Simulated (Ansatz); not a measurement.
A geometry of Ru away from equilibrium: step 3 of the relaxation of a relaxed Ru cell displaced along its unstable phonon at q = (½, 0, 0) of its primitive reciprocal cell (69i cm⁻¹), largest move 0.15 Å. These are PBE (plane waves to 420 eV, PAW, scalar-relativistic; Ansatz, a first-principles code) values and carry that method's errors. Γ-centred k-mesh 5×10×5 on the run's cell (coarser than for final values), Fermi–Dirac smearing 0.05 eV. The plane waves were selected for a different cell earlier on the path.

```yaml
crystal:
  lattice:
    - [7.29330, -0.02417, 0.00000]
    - [-1.83379, 3.17622, 0.00000]
    - [0.00000, 0.00000, 6.54340]
  atoms:
    - { symbol: Ru, position: [0.16108, 0.76513, 0.07312] }
    - { symbol: Ru, position: [0.66108, 0.55702, 0.07312] }
    - { symbol: Ru, position: [0.33892, 0.23487, 0.57312] }
    - { symbol: Ru, position: [0.83892, 0.44298, 0.57312] }
    - { symbol: Ru, position: [0.33892, 0.44298, 0.92688] }
    - { symbol: Ru, position: [0.83892, 0.23487, 0.92688] }
    - { symbol: Ru, position: [0.16108, 0.55702, 0.42688] }
    - { symbol: Ru, position: [0.66108, 0.76513, 0.42688] }
```

Give the Cartesian forces on all atoms (eV/Å).


| atom | Fx | Fy | Fz |
|---|---|---|---|
| Ru1 | -0.32 | -0.01 | 0.01 |
| Ru2 | -0.17 | -0.27 | 0.01 |
| Ru3 | 0.32 | 0.01 | 0.01 |
| Ru4 | 0.17 | 0.27 | 0.01 |
| Ru5 | 0.17 | 0.27 | -0.01 |
| Ru6 | 0.32 | 0.01 | -0.01 |
| Ru7 | -0.17 | -0.27 | -0.01 |
| Ru8 | -0.32 | -0.01 | -0.01 |

The path ends in P6₃/mmc (No. 194) (hcp (Mg type)). No spin polarisation in the result.

The run could not lose the symmetry of its start.

Of the parent cell (P6₃/mmc (No. 194)): it is a generated cell of Ru: the first start was made by placing the elements on the sites of a structure type, and the end was not matched to a known phase here, so it may be hypothetical. A known form of Ru has the same space group but another cell.
